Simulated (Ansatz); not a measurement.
**K, A15: geometry optimisation**

Computed with DFT, PBEsol, plane waves (420 eV) with PAW, scalar-relativistic in Ansatz 0.2.0. (PAW data from PBE, frozen cores regenerated.)

k-point mesh 3×3×3, Fermi-Dirac smearing 0.1 eV, no spin polarisation. Cell and atoms relax.

Starting structure:

```
K
1.0
     8.29417    0.00000    0.00000
     0.00000    8.29417    0.00000
     0.00000    0.00000    8.29417
K
8
Direct
  0.00000 0.00000 0.00000
  0.50000 0.50000 0.50000
  0.25000 0.00000 0.50000
  0.75000 0.00000 0.50000
  0.50000 0.25000 0.00000
  0.50000 0.75000 0.00000
  0.00000 0.50000 0.25000
  0.00000 0.50000 0.75000
```

Problem. What cell does the relaxation end in?

Solution. Pm-3n with a = 8.294 Å; 71.32 Å³ per atom against 71.32 at the start (0.0 %).

Problem. How much energy does the relaxation gain?

Solution. 0.0 meV per atom.

Path of the relaxation (the plane waves are chosen anew near the end, which can shift the energy a little):

```
step  E − E(final) (meV/atom)  V (Å³/atom)  P (GPa)  max force (eV/Å)
   0                     0.00       71.323     0.03             0.000
   1                     0.00       71.323     0.03             0.000
```
